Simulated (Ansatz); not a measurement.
A distorted cell of MoTe₂ (space group P2_1/m):

```
CELL_PARAMETERS angstrom
      6.29211     0.00000     0.00000
      0.00000     3.43888     0.00000
     -0.88906     0.00000    13.33711
ATOMIC_POSITIONS crystal
  Te 0.55718 0.20878 0.34749
  Te 0.44282 0.70878 0.65251
  Te 0.58705 0.74116 0.10480
  Te 0.41295 0.24116 0.89520
  Te 0.09494 0.23275 0.15307
  Te 0.90506 0.73275 0.84693
  Mo 0.32002 0.33142 0.50661
  Mo 0.67998 0.83142 0.49339
  Te 0.05545 0.73021 0.39487
  Te 0.94455 0.23021 0.60513
  Mo 0.18171 0.78441 0.00789
  Mo 0.81829 0.28441 0.99211
```

Computed with LDA (plane waves to 420 eV, PAW, scalar-relativistic; Ansatz, a quantum-chemistry and plane-wave program). k mesh 6×11×3 (Γ-centred), Fermi-Dirac smearing 0.05 eV. Compression counts positive. With partly filled bands, energies and forces of such displacements shift with the k mesh and the smearing. MoTe2 is run without spin polarisation. MoTe2 was relaxed with its symmetry unable to fall. Spin-orbit coupling is left out, though Te is heavy.

Predict the force on every atom, in eV/Å.


| atom | Fx | Fy | Fz |
|---|---|---|---|
| Te1 | -0.608 | 2.494 | -1.613 |
| Te2 | 0.608 | 2.494 | 1.613 |
| Te3 | -0.047 | 0.532 | 0.118 |
| Te4 | 0.047 | 0.532 | -0.118 |
| Te5 | -0.130 | 1.029 | 0.254 |
| Te6 | 0.130 | 1.029 | -0.254 |
| Mo7 | -0.103 | -3.778 | -1.274 |
| Mo8 | 0.103 | -3.778 | 1.274 |
| Te9 | -0.340 | 1.284 | -0.632 |
| Te10 | 0.340 | 1.284 | 0.632 |
| Mo11 | 0.045 | -1.561 | -0.265 |
| Mo12 | -0.045 | -1.561 | 0.265 |

Give the stress tensor in GPa and the pressure.


```
    1.3      0.0      1.6
    0.0      1.2      0.0
    1.6      0.0      5.5
```
The pressure, a third of the trace, is 2.7 GPa.

(For displaced atoms, the force is minus the slope of the energy, and its curvature is a force constant, which sets phonon frequencies.)
